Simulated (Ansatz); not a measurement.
**Beta-gallia alloy of Ga2O3 and Al2O3 (5 of 8 Ga sites exchanged), 20 atoms with displaced atoms**

A calculation with Ansatz 0.2.0 (PAW, plane waves); the settings stand in the input.

Input:

```yaml
crystal:
  lattice:
    - [11.989201, 0.000000, -0.018204]
    - [0.000000, 2.967833, 0.000000]
    - [-1.364465, 0.000000, 5.536045]
  atoms:
    - { symbol: Al, position: [0.403255, 0.510535, 0.195655] }
    - { symbol: Al, position: [0.092205, 0.993970, 0.785481] }
    - { symbol: Al, position: [0.909428, 0.976108, 0.199097] }
    - { symbol: Al, position: [0.662487, 0.996619, 0.318247] }
    - { symbol: Al, position: [0.586992, 0.465114, 0.795381] }
    - { symbol: Ga, position: [0.157611, 0.508385, 0.316051] }
    - { symbol: Ga, position: [0.343158, 0.009262, 0.686626] }
    - { symbol: Ga, position: [0.835931, 0.492711, 0.690450] }
    - { symbol: O, position: [0.338467, 0.524799, 0.883585] }
    - { symbol: O, position: [0.325521, 0.503558, 0.428642] }
    - { symbol: O, position: [0.004611, 0.505494, 0.749301] }
    - { symbol: O, position: [0.166191, 0.003092, 0.103822] }
    - { symbol: O, position: [0.831279, 0.994656, 0.890964] }
    - { symbol: O, position: [0.173390, 0.987016, 0.552303] }
    - { symbol: O, position: [0.827515, 0.995368, 0.435906] }
    - { symbol: O, position: [0.490345, 0.991575, 0.260221] }
    - { symbol: O, position: [0.504873, 0.003654, 0.732042] }
    - { symbol: O, position: [0.664949, 0.504927, 0.099161] }
    - { symbol: O, position: [0.667740, 0.480297, 0.571083] }
    - { symbol: O, position: [0.987919, 0.496460, 0.253943] }
kpoints:
  mp_grid: { grid: [2, 2, 2], shift: [0.5, 0.5, 0.5] }
hamiltonian:
  xc: pbesol
scf:
  occupations: { method: fermi_dirac, width: 0.01 }
  max_iter: 2
  n_extra_bands: 0
  convergence: { dr2_threshold: 1e-03 }
output:
  forces: true
  eigenvalues: true
  stress: true
```

Launch command:

```sh
ansatz run in.yaml --threads 7 --pin off --max-ram 13300MiB --runs-dir r --events-out ev --progress --plain
```

The output:

```
Error: inconsistent input (scf.n_extra_bands, scf.occupations.method): n_bands = 63 leaves no empty band above the 63 bands per channel that the deck's 126 electrons occupy, and the occupations search for the Fermi level (a smearing at a finite width, or tetrahedra): a level found among occupied bands alone can fill a metal as an insulator; raise scf.n_extra_bands until at least 64 bands are solve
```

The program refused the input.
